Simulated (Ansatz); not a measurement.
**MgS with Sb replacing S: gradients before and after relaxing the atoms**

Start: a supercell of MgS (rock salt type, Fm-3m) built from a Materials Project structure (computed, not necessarily an observed phase), with all atoms left at the host's positions.

```cif
data_Mg27SbS26
_symmetry_space_group_name_H-M 'Fm-3m'
_symmetry_Int_Tables_number 225
_cell_length_a 15.6264
_cell_length_b 15.6264
_cell_length_c 15.6264
_cell_angle_alpha 90.000
_cell_angle_beta 90.000
_cell_angle_gamma 90.000
loop_
_atom_site_label
_atom_site_type_symbol
_atom_site_symmetry_multiplicity
_atom_site_Wyckoff_symbol
_atom_site_fract_x
_atom_site_fract_y
_atom_site_fract_z
Mg1 Mg 32 f 0.3333 0.8333 0.8333
Mg2 Mg 24 e 0.5000 0.0000 0.8333
Mg6 Mg 48 h 0.8333 0.1667 0.0000
Mg27 Mg 4 a 0.0000 0.5000 0.5000
Sb Sb 4 b 0.5000 0.0000 0.0000
S29 S 48 i 0.6667 0.1667 0.0000
S32 S 32 f 0.8333 0.1667 0.1667
S42 S 24 e 0.0000 0.5000 0.3333
```

One atom of each set is listed; the run and its k-mesh use a cell of 54 atoms with edges of 11.05, 11.05, 11.05 Å.

Computed with Ansatz: DFT, PBE, plane waves and PAW, scalar-relativistic, 420 eV cutoff, Γ-centred 2×2×2 k-points, Fermi–Dirac smearing 0.01 eV, cell charge -1.

The largest force at the start is 0.68 eV/Å. Relaxing the ions at fixed cell moves them by 0.084 Å at most (atom 5, Mg) and 0.040 Å rms.

```json
{"site": "Mg1", "moved (Å)": "0.020", "first shell before": "6 S at 2.60 Å", "first shell after": "6 S at 2.59–2.61 Å", "V_zz before (10²¹ V/m²)": "-0.010", "η before": "0.00"}
{"site": "Mg2", "moved (Å)": "0.084", "first shell before": "5 S at 2.60 Å, 1 Sb at 2.60 Å", "first shell after": "5 S at 2.54–2.64 Å, 1 Sb at 2.69 Å", "V_zz before (10²¹ V/m²)": "-1.20", "η before": "0.00"}
{"site": "Mg6", "moved (Å)": "0.022", "first shell before": "6 S at 2.60 Å", "first shell after": "6 S at 2.55–2.62 Å", "V_zz before (10²¹ V/m²)": "0.10", "η before": "0.90"}
{"site": "Sb", "moved (Å)": "0.000", "first shell before": "6 Mg at 2.60 Å", "first shell after": "6 Mg at 2.69 Å", "V_zz before (10²¹ V/m²)": "0.00", "η before": "–"}
{"site": "S29", "moved (Å)": "0.053", "first shell before": "6 Mg at 2.60 Å", "first shell after": "6 Mg at 2.55–2.64 Å", "V_zz before (10²¹ V/m²)": "-1.58", "η before": "0.01"}
{"site": "S32", "moved (Å)": "0.003", "first shell before": "6 Mg at 2.60 Å", "first shell after": "6 Mg at 2.61 Å", "V_zz before (10²¹ V/m²)": "0.34", "η before": "0.00"}
{"site": "S42", "moved (Å)": "0.022", "first shell before": "6 Mg at 2.60 Å", "first shell after": "6 Mg at 2.54–2.62 Å", "V_zz before (10²¹ V/m²)": "-0.12", "η before": "0.00"}
```

Problem. What are V_zz and η after the relaxation?

Solution. 

| site | V_zz after | η after | change of V_zz |
| --- | --- | --- | --- |
| Mg1 | 0.038 | 0.00 | +0.05 |
| Mg2 | -1.47 | 0.00 | -0.27 |
| Mg6 | 0.18 | 0.93 | +0.08 |
| Sb | 0.00 | – | 0.00 |
| S29 | -2.19 | 0.15 | -0.61 |
| S32 | 0.20 | 0.00 | -0.14 |
| S42 | 0.090 | 0.00 | +0.21 |

The largest change of V_zz is on S29, from -1.58 to -2.19. In per cent, |V_zz| changes by +22 on Mg, +39 on S (all sites that start above 0.5). V_zz changes sign on S42 (same axis). Other sites without a gradient aren't listed.

The defect repeats with the cell of 54 atoms, so it feels its images: sites between two images don't show the values beside a lone defect, and zeros or small values of η there can come from the images' arrangement. A uniform background compensates the cell's charge. Without spin–orbit coupling (the program notes it for Sb) the gradients are little affected as a rule: paired runs on crystals with a gap mostly move them by under 2 % at such atoms.
Before: The neighbours have not yet relaxed around the defect (largest force 0.68 eV/Å), so a real crystal will differ.
After: The relaxation keeps the site symmetry m-3m of the start, so the impurity can't leave its site; a start off the site could end lower.
